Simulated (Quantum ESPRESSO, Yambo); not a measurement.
## Levels of theory for the gap of SrTiO$_{3}$

SrTiO$_{3}$ (space group I4/mcm, No. 140): one geometry, one set of norm-conserving LDA (Quantum ESPRESSO, 84 Ry, scalar-relativistic) orbitals, self-energies from Yambo (4×4×4 Γ-centred k mesh, bands 3 to 148 and a 6 Ry block in the screening, 148 bands in G with the Bruneval-Gonze terminator, plasmon pole fitted at 27.2 eV).

The geometry is that of Materials Project entry mp-551830, symmetrised and not relaxed again.

```json
[
 {"level": "LDA (Quantum ESPRESSO)", "gap Γ → Γ (eV)": "1.82", "rough Yambo cost": "–"},
 {"level": "exchange only (Hartree-Fock self-energy on LDA orbitals)", "gap Γ → Γ (eV)": "14.31", "rough Yambo cost": "about 1/9 (10 states)"},
 {"level": "static COHSEX@LDA", "gap Γ → Γ (eV)": "3.87", "rough Yambo cost": "within a factor of two (2 states)"},
 {"level": "G0W0@LDA, plasmon pole", "gap Γ → Γ (eV)": "3.53", "rough Yambo cost": "1 (10 states)"}
]
```

Bare exchange has no screening and gives the widest gap; static COHSEX screens it but leaves out the frequency dependence, which G0W0 restores.

Costs are rough ratios of core time on shared machines.

Nearest settings tried, and what they do to the gap: 70 bands in W, 70 bands in G: +134 meV; 2 Ry block (59 vectors against 197): +451 meV. Not varied: mesh. So the settings aren't converged at that level.

This is not the ordinary phase of the substance.
